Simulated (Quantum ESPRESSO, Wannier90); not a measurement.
# Tight-binding from DFT: BeRh (CsCl type)

Cell from Materials Project (mp-11276), symmetrised, no further relaxation. Not found in the COD (Crystallography Open Database) copy used; not checked further. Computed values, not measurements, from PBEsol: Quantum ESPRESSO (norm-conserving PseudoDojo potentials, cutoff 71 Ry, no spin polarisation, no spin-orbit coupling) on a Γ-centred 10×10×10 mesh, then Wannier90. Density: 16×16×16 mesh, cold smearing 0.01 Ry.

On the energy scale of pw.x, whose zero is arbitrary, the Fermi level lies at 17.16 eV.

Input w.win:

```
num_bands = 1
num_wann = 1
exclude_bands = 1,3-27
num_iter = 1000
conv_tol = 1.0e-6
conv_window = 4
write_hr = true
write_u_matrices = true
auto_projections = true
begin unit_cell_cart
ang
    2.7678900000    0.0000000000    0.0000000000
    0.0000000000    2.7678900000    0.0000000000
    0.0000000000    0.0000000000    2.7678900000
end unit_cell_cart
begin atoms_frac
Be   0.0000000000  0.0000000000  0.0000000000
Rh   0.5000000000  0.5000000000  0.5000000000
end atoms_frac
mp_grid = 10 10 10
begin kpoints
0.0000000000 0.0000000000 0.0000000000
0.0000000000 0.0000000000 0.1000000000
0.0000000000 0.0000000000 0.2000000000
... (997 more lines: the 10x10x10 mesh through Gamma)
end kpoints
```

Input of pw2wannier90.x that gives the overlap and projection files (equivalent; here they were cut from one run over all bands):

```
&inputpp
  outdir = './out'
  prefix = 'pwscf'
  seedname = 'w'
  write_amn = .true.
  write_mmn = .true.
  atom_proj = .true.
  atom_proj_exclude = 1 2 4 5 6 7 8 9 10 11 12
/
```

Output w.wout (banner and timings cut):

```
                                    ------
                                    SYSTEM
                                    ------

                              Lattice Vectors (Ang)
                    a_1     2.767890   0.000000   0.000000
                    a_2     0.000000   2.767890   0.000000
                    a_3     0.000000   0.000000   2.767890

                   Unit Cell Volume:      21.20540  (Ang^3)

                        Reciprocal-Space Vectors (Ang^-1)
                    b_1     2.270027   0.000000   0.000000
                    b_2     0.000000   2.270027   0.000000
                    b_3     0.000000   0.000000   2.270027

 *----------------------------------------------------------------------------*
 |   Site       Fractional Coordinate          Cartesian Coordinate (Ang)     |
 +----------------------------------------------------------------------------+
 | be   1   0.00000   0.00000   0.00000   |    0.00000   0.00000   0.00000    |
 | rh   1   0.50000   0.50000   0.50000   |    1.38394   1.38394   1.38394    |
 *----------------------------------------------------------------------------*
                                ------------
                                K-POINT GRID
                                ------------

             Grid size = 10 x 10 x 10      Total points = 1000

 *---------------------------------- MAIN ------------------------------------*
 |  Number of Wannier Functions               :                 1             |
 |  Number of Objective Wannier Functions     :                 1             |
 |  Number of input Bloch states              :                 1             |
 |  Output verbosity (1=low, 5=high)          :                 1             |
 |  Timing Level (1=low, 5=high)              :                 1             |
 |  Optimisation (0=memory, 3=speed)          :                 3             |
 |  Length Unit                               :               Ang             |
 |  Post-processing setup (write *.nnkp)      :                 F             |
 |  Using Gamma-only branch of algorithms     :                 F             |
 *----------------------------------------------------------------------------*
 *------------------------------- WANNIERISE ---------------------------------*
 |  Total number of iterations                :              1000             |
 |  Number of CG steps before reset           :                 5             |
 |  Trial step length for line search         :             2.000             |
 |  Convergence tolerence                     :         0.100E-05             |
 |  Convergence window                        :                 4             |
 |  Iterations between writing output         :                 1             |
 |  Iterations between backing up to disk     :               100             |
 |  Write r^2_nm to file                      :                 F             |
 |  Write xyz WF centres to file              :                 F             |
 |  Write on-site energies <0n|H|0n> to file  :                 F             |
 |  Use guiding centre to control phases      :                 F             |
 |  Use phases for initial projections        :                 F             |
 *----------------------------------------------------------------------------*
 *-------------------------------- PLOTTING ----------------------------------*
 |  Plotting Hamiltonian in WF basis          :                 T             |
 *----------------------------------------------------------------------------*

       ... (k-mesh section left out)

 Starting a new Wannier90 calculation ...

 Reading overlaps from w.mmn

 Reading projections from w.amn

 *------------------------------- WANNIERISE ---------------------------------*
 +--------------------------------------------------------------------+<-- CONV
 | Iter  Delta Spread     RMS Gradient      Spread (Ang^2)            |<-- CONV
 +--------------------------------------------------------------------+<-- CONV

 ------------------------------------------------------------------------------
 Initial State
  WF centre and spread    1  (  1.383945,  1.383945,  1.383945 )     0.30439552
  Sum of centres and spreads (  1.383945,  1.383945,  1.383945 )     0.30439552

      0     0.304E+00     0.0000000000        0.3043955160  <-- CONV
        O_D=      0.0000000 O_OD=      0.0000000 O_TOT=      0.3043955 <-- SPRD
 ------------------------------------------------------------------------------
      1     0.000E+00     0.0000000000        0.3043955160  <-- CONV
        O_D=      0.0000000 O_OD=      0.0000000 O_TOT=      0.3043955 <-- SPRD
      2     0.000E+00     0.0000000000        0.3043955160  <-- CONV
        O_D=      0.0000000 O_OD=      0.0000000 O_TOT=      0.3043955 <-- SPRD
      3     0.000E+00     0.0000000000        0.3043955160  <-- CONV
        O_D=      0.0000000 O_OD=      0.0000000 O_TOT=      0.3043955 <-- SPRD
      4     0.000E+00     0.0000000000        0.3043955160  <-- CONV
        O_D=      0.0000000 O_OD=      0.0000000 O_TOT=      0.3043955 <-- SPRD
             <<<     Delta < 1.000E-06  over  4 iterations     >>>
             <<< Wannierisation convergence criteria satisfied >>>
 Final State
  WF centre and spread    1  (  1.383945,  1.383945,  1.383945 )     0.30439552
  Sum of centres and spreads (  1.383945,  1.383945,  1.383945 )     0.30439552

         Spreads (Ang^2)       Omega I      =     0.304395516
        ================       Omega D      =     0.000000000
                               Omega OD     =     0.000000000
    Final Spread (Ang^2)       Omega Total  =     0.304395516
```
